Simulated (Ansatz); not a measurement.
FeO (rock salt, Fm-3m) under volume change, the program Ansatz at the PBE level (PAW), scaled uniformly.

```
V (Å³/atom)  E − E(relaxed) (meV/atom)  P (GPa)
-----------  -------------------------  -------
9.098                             55.7    21.59
9.398                             23.3    13.20
9.698                                …        …
9.998                              0.0     0.00
10.297                             4.9    -5.13
10.597                               …        …
10.897                            39.9   -13.08
```

**Question.** Complete the blanks.

**Answer.** 
- 10.597, E − E(relaxed) (meV/atom): 18.7
- 10.597, P (GPa): -9.45
- 9.698, E − E(relaxed) (meV/atom): 5.5
- 9.698, P (GPa): 6.05

**Question.** What does a third-order Birch–Murnaghan fit give for V₀, B₀ and B′?

**Answer.** V₀ = 10.00 Å³/atom, B₀ = 185 GPa, B′ = 4.5.

Symmetry was held in the PBE relaxation. Spin order of the final state: ferromagnetic, chosen from 3 collinear starts compared on coarse meshes (ties went to the first, and starts can fall back to one state), not a proven ground state. Textbook magnetic order: antiferromagnetic. No Hubbard U is applied.

Potentials: the later of the program's two PAW sets.
